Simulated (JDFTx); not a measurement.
An input for JDFTx (a modified build) (Ir(110), CANDLE, water, 1 M NaF; bohr, hartree) and the course of its log:

```
lattice \
  7.2828722035 0.0000000000 0.0000000000 \
  0.0000000000 5.1497683269 0.0000000000 \
  0.0000000000 0.0000000000 40.6291116795
coords-type Lattice
ion Ir 0.0000000000 0.0000000000 -0.1267506990 0
ion Ir 0.5000000000 0.5000000000 -0.0633753500 0
ion Ir 0.0000000000 0.0000000000 0.0000000000 0
ion Ir 0.5000000000 0.5000000000 0.0633753500 0
ion Ir 0.0000000000 0.0000000000 0.1267506990 0
ion-species pseudo/ir_pbe_v1.2.upf
elec-cutoff 20 100
elec-ex-corr gga-PBE
coulomb-interaction Slab 001
coulomb-truncation-embed 0 0 0
kpoint-folding 6 8 1
elec-smearing Fermi 0.01
elec-n-bands 50
target-mu -0.192566
electronic-scf nIterations 100 energyDiffThreshold 1e-07 mixFraction 0.15
fluid LinearPCM
pcm-variant CANDLE
fluid-solvent H2O
fluid-cation Na+ 1
fluid-anion F- 1
fluid-minimize nIterations 400 knormThreshold 1e-11
wavefunction read f0.wfns
elec-initial-eigenvals f0.eigenvals
elec-initial-fillings read f0.fillings
fluid-initial-state f0.fluidState
dump-name f0_u0.$VAR
dump End State Ecomponents EigStats BandEigs Forces ElecDensity IonicPositions Fillings Kpoints Dtot FluidDebug BoundCharge FluidDensity
```

```
[one cycle in 5 is shown, and the last three; fluid-solver lines are left out]
	FillingsUpdate:  mu: -0.192566000  nElectrons: 71.368650
SCF: Cycle:  0   G: -363.517484377377230   dG: +4.264e+00   |Residual|: 2.799e-01   |deigs|: 3.110e-08
	FillingsUpdate:  mu: -0.192566000  nElectrons: 74.848725
SCF: Cycle:  5   G: -367.780389201119078   dG: +1.220e-03   |Residual|: 8.299e-03   |deigs|: 6.869e-04
	FillingsUpdate:  mu: -0.192566000  nElectrons: 74.895423
SCF: Cycle: 10   G: -367.782549181501679   dG: +1.017e-04   |Residual|: 2.430e-03   |deigs|: 9.617e-05
	FillingsUpdate:  mu: -0.192566000  nElectrons: 74.904318
SCF: Cycle: 15   G: -367.782735633184132   dG: -6.375e-05   |Residual|: 1.294e-03   |deigs|: 3.012e-04
	FillingsUpdate:  mu: -0.192566000  nElectrons: 74.883464
SCF: Cycle: 20   G: -367.782542762571040   dG: -1.008e-02   |Residual|: 1.940e-03   |deigs|: 1.123e-03
	FillingsUpdate:  mu: -0.192566000  nElectrons: 74.901069
SCF: Cycle: 25   G: -367.782734286070195   dG: +3.533e-08   |Residual|: 3.764e-04   |deigs|: 9.352e-05
	FillingsUpdate:  mu: -0.192566000  nElectrons: 74.903608
SCF: Cycle: 30   G: -367.782737696363370   dG: -1.180e-06   |Residual|: 8.970e-05   |deigs|: 2.753e-04
	FillingsUpdate:  mu: -0.192566000  nElectrons: 74.901875
SCF: Cycle: 35   G: -367.782736926123221   dG: -4.353e-07   |Residual|: 1.332e-04   |deigs|: 2.810e-05
	FillingsUpdate:  mu: -0.192566000  nElectrons: 74.902427
SCF: Cycle: 40   G: -367.782737486855410   dG: -7.266e-07   |Residual|: 6.901e-05   |deigs|: 4.065e-05
	FillingsUpdate:  mu: -0.192566000  nElectrons: 74.904108
SCF: Cycle: 45   G: -367.782737377141189   dG: -4.438e-07   |Residual|: 8.840e-05   |deigs|: 7.986e-05
	FillingsUpdate:  mu: -0.192566000  nElectrons: 74.902939
SCF: Cycle: 50   G: -367.782737704509373   dG: -2.682e-08   |Residual|: 2.648e-05   |deigs|: 4.323e-05
	FillingsUpdate:  mu: -0.192566000  nElectrons: 74.905887
SCF: Cycle: 55   G: -367.782735244128105   dG: -3.519e-07   |Residual|: 2.321e-04   |deigs|: 6.320e-06
	FillingsUpdate:  mu: -0.192566000  nElectrons: 74.904680
SCF: Cycle: 60   G: -367.782737031853856   dG: +5.754e-07   |Residual|: 1.657e-04   |deigs|: 8.307e-06
	FillingsUpdate:  mu: -0.192566000  nElectrons: 74.903761
SCF: Cycle: 65   G: -367.782737627560152   dG: -1.423e-06   |Residual|: 7.563e-05   |deigs|: 3.182e-05
	FillingsUpdate:  mu: -0.192566000  nElectrons: 74.902622
SCF: Cycle: 70   G: -367.782737518003557   dG: -6.091e-06   |Residual|: 6.635e-05   |deigs|: 6.309e-05
	FillingsUpdate:  mu: -0.192566000  nElectrons: 74.903536
SCF: Cycle: 75   G: -367.782737684266522   dG: -5.335e-07   |Residual|: 6.081e-05   |deigs|: 3.237e-05
	FillingsUpdate:  mu: -0.192566000  nElectrons: 74.904622
SCF: Cycle: 80   G: -367.782737033545914   dG: -8.745e-07   |Residual|: 1.250e-04   |deigs|: 1.324e-05
	FillingsUpdate:  mu: -0.192566000  nElectrons: 74.900657
SCF: Cycle: 85   G: -367.782734395463706   dG: +3.124e-06   |Residual|: 2.441e-04   |deigs|: 5.572e-05
	FillingsUpdate:  mu: -0.192566000  nElectrons: 74.900429
SCF: Cycle: 90   G: -367.782734652964564   dG: +2.961e-06   |Residual|: 2.215e-04   |deigs|: 2.007e-05
	FillingsUpdate:  mu: -0.192566000  nElectrons: 74.895368
SCF: Cycle: 95   G: -367.782714011096232   dG: +1.175e-05   |Residual|: 6.081e-04   |deigs|: 4.643e-05
	FillingsUpdate:  mu: -0.192566000  nElectrons: 74.903976
SCF: Cycle: 97   G: -367.782737548760679   dG: -1.296e-06   |Residual|: 9.870e-05   |deigs|: 5.799e-05
	FillingsUpdate:  mu: -0.192566000  nElectrons: 74.903709
SCF: Cycle: 98   G: -367.782737622568789   dG: -7.381e-08   |Residual|: 1.046e-04   |deigs|: 1.633e-04
	FillingsUpdate:  mu: -0.192566000  nElectrons: 74.900946
SCF: Cycle: 99   G: -367.782735216016704   dG: +2.407e-06   |Residual|: 2.064e-04   |deigs|: 2.936e-05
SCF: None of the convergence criteria satisfied after 100 iterations.
IonicMinimize: Iter:   0  G: -367.782735216016704  |grad|_K:  0.000e+00
IonicMinimize: Converged (|grad|_K<1.000000e-04).
```

This run gave no converged result. The electronic loop ended without meeting its threshold, so the last energy, electron count and forces aren't results.
